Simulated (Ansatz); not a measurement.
**6 guesses for B4Ru and where they end**

Method: DFT PBE, scalar-relativistic, plane waves, PAW in Ansatz. All cells share a 420 eV cutoff and Γ-centred k meshes spaced at most about 0.3 Å⁻¹ (about 0.25 or finer for metals, 2π included). Collinear spin in cells that started with moments and kept them past the coarse steps, no spin elsewhere.

Each guess was relaxed in cell and atoms at zero pressure, within the symmetry of its start. These are static total energies at zero pressure. Coordination counts B atoms around Ru (those within 1.25 times the shortest such distance or 1.15 times the sum of covalent radii, 1.27 where that leaves under three; a plus sign parts nearer from farther groups).

```csv
guess,made from,start group,V start (Å³/atom),end group,V end (Å³/atom),coordination at the end,gap on mesh (eV),E over the lowest end (meV/atom)
1,random cell,P4/mmm,9.9,P4/mmm,12.7,Ru 6,0,235
2,Hg4Pt type,Im-3m,8.5,?,?,?,?,?
3,SnI4 type,P-43m,9.7,P-43m,9.5,Ru 4,0,190
4,random cell,P4/mmm,6.1,P4/mmm,9.3,Ru 2,0,4
5,random cell,P6/mmm,8.5,P6/mmm,8.9,Ru 2+12,0,0
6,random cell,Pm-3m,10.9,Pm-3m,8.3,Ru 12+8,0,398
```

Guess 2 as it starts:

```cif
data_structure
_symmetry_space_group_name_H-M 'Im-3m'
_symmetry_Int_Tables_number 229
_cell_length_a 4.3947
_cell_length_b 4.3947
_cell_length_c 4.3947
_cell_angle_alpha 90.000
_cell_angle_beta 90.000
_cell_angle_gamma 90.000
_cell_volume 84.88
loop_
_atom_site_label
_atom_site_type_symbol
_atom_site_symmetry_multiplicity
_atom_site_Wyckoff_symbol
_atom_site_fract_x
_atom_site_fract_y
_atom_site_fract_z
_atom_site_occupancy
B1 B 8 c 0.25000 0.25000 0.25000 1
Ru1 Ru 2 a 0.00000 0.00000 0.00000 1
```

Question: Predict the end of this guess and its energy over the lowest end.

Answer: It ends in space group Im-3m (No. 229), with a = 4.725 Å, 10.5 Å³/atom and no gap. It lies 84 meV/atom over the lowest end, above guess 4 and below guess 3. Counting B atoms around Ru, this end has Ru 8 and the lowest (guess 5) has Ru 2+12. The lowest (guess 5) holds B–B nets (shortest 1.77 Å); in this end the shortest B–B distance is 2.36 Å.

```
B Ru
1.0
    -2.36237    2.36237    2.36237
     2.36237   -2.36237    2.36237
     2.36237    2.36237   -2.36237
B Ru
4 1
Direct
  0.50000 0.50000 0.50000
  0.50000 0.00000 0.00000
  0.00000 0.00000 0.50000
  0.00000 0.50000 0.00000
  0.00000 0.00000 0.00000
```

The zero of energy is the elements' standard structures at the same level; no fitted shifts are applied.

Question: Is the lowest end bound against the elements?

Answer: No: its formation energy is +0.85 eV/atom. The separate elements lie lower, so it is unstable against them.

For metals, differences of a few meV/atom aren't resolved. Cells relaxed within their symmetry can be saddle points. A lower structure may well exist outside this small set. Some candidate types were left out of the draw beforehand, so a known form may be missing.
